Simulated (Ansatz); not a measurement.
Calculated ⁴¹K NMR of the central transition for KC

Cell: a structure deposited in the COD whose atoms were relaxed with PBE, the cell held.

```cif
data_KC
_symmetry_space_group_name_H-M 'I4_1/acd:1'
_symmetry_Int_Tables_number 142
_cell_length_a 7.5690
_cell_length_b 7.5690
_cell_length_c 14.5210
_cell_angle_alpha 90.000
_cell_angle_beta 90.000
_cell_angle_gamma 90.000
loop_
_atom_site_label
_atom_site_type_symbol
_atom_site_symmetry_multiplicity
_atom_site_Wyckoff_symbol
_atom_site_fract_x
_atom_site_fract_y
_atom_site_fract_z
K K 16 e 0.6915 0.2500 0.8750
C C 16 f 0.0591 0.0591 0.2500
```

One atom of each set is listed; the run and its k-mesh use a cell of 16 atoms with edges of 9.02, 9.02, 9.02 Å.

Method: Kohn–Sham DFT in Ansatz, PBE, plane waves and PAW, scalar-relativistic, 420 eV cutoff, Γ-centred 6×6×6 k-points, Fermi–Dirac smearing 0.05 eV.

⁴¹K has I = 3/2 and Q = 73.40 mb (Pyykkö 2018); at 16.4 T its Larmor frequency is ν₀ = 17.9 MHz. Only the quadrupole interaction is simulated: positions count from each site's isotropic chemical shift, and J coupling is left out, as are shift anisotropy and dipolar coupling, which fast spinning averages.

Problem. Give C_Q, η, the quadrupolar product P_Q = |C_Q|(1 + η²/3)^½, the second-order isotropic shift and the breadth of the pattern (fast magic-angle spinning) for each K site.

Solution. 

| site | first shell | C_Q (MHz) | η | P_Q (MHz) | δ_QIS (ppm) | breadth (kHz) |
| --- | --- | --- | --- | --- | --- | --- |
| K | 6 C at 2.99–3.13 Å | -2.06 | 0.49 | 2.14 | -359 | 14.9 |

δ_QIS = −(ν_Q²/30ν₀²)[I(I+1) − 3/4](1 + η²/3) × 10⁶ ppm with ν_Q = 3|C_Q|/[2I(2I−1)]; it falls as 1/B₀² in ppm, and the breadth as 1/B₀ in kHz.

The broadest static pattern spans 45 kHz. The table holds for spinning faster than that; slower spinning leaves sidebands.

The database entry as given showed forces above 3 eV/Å or a pressure above 30 GPa, though relaxing it moves no atom far.
